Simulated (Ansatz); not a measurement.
B:
```yaml
crystal:
  lattice:
    - [0.00000, 2.02640, 2.02640]
    - [2.02640, 0.00000, 2.02640]
    - [2.02640, 2.02640, 0.00000]
  atoms:
    - { symbol: B, position: [0.25000, 0.25000, 0.25000] }
    - { symbol: B, position: [0.00000, 0.00000, 0.00000] }
```

Relaxed with r²SCAN. Special points in fractions of this cell's reciprocal vectors: Γ (0.000, 0.000, 0.000); X (0.500, 0.000, 0.500); U (0.625, 0.250, 0.625); K (0.375, 0.375, 0.750); L (0.500, 0.500, 0.500); W (0.500, 0.250, 0.750).

Task: List the band energies nearest the Fermi level at these points for plane-wave PAW r²SCAN (Ansatz code).

Result: In eV from the Fermi level; about four levels below and three above (degenerate sets whole), none deeper than 8.9 eV; … stands for higher levels left out; points with the same levels are listed once.

| k | below | above |
|---|---|---|
| Γ | – | 4.33 4.33 4.33 |
| X | -6.42 -6.42 -1.37 -1.37 | … |
| U | -6.41 -5.57 -4.17 -0.54 | 8.37 … |
| L | -8.70 -7.40 | 1.82 1.82 … |
| W | -5.59 -5.59 -3.29 -3.29 | … |

Space group Fd-3m (diamond). The cell is a constructed one: a structure type filled with these elements; neither database checked (COD, Materials Project) lists it. It is not the phase usual at ambient conditions (space group No. 166). Symmetry was held in the r²SCAN relaxation. At this level the phase is mechanically unstable.

Potentials: the later of the program's two PAW sets.
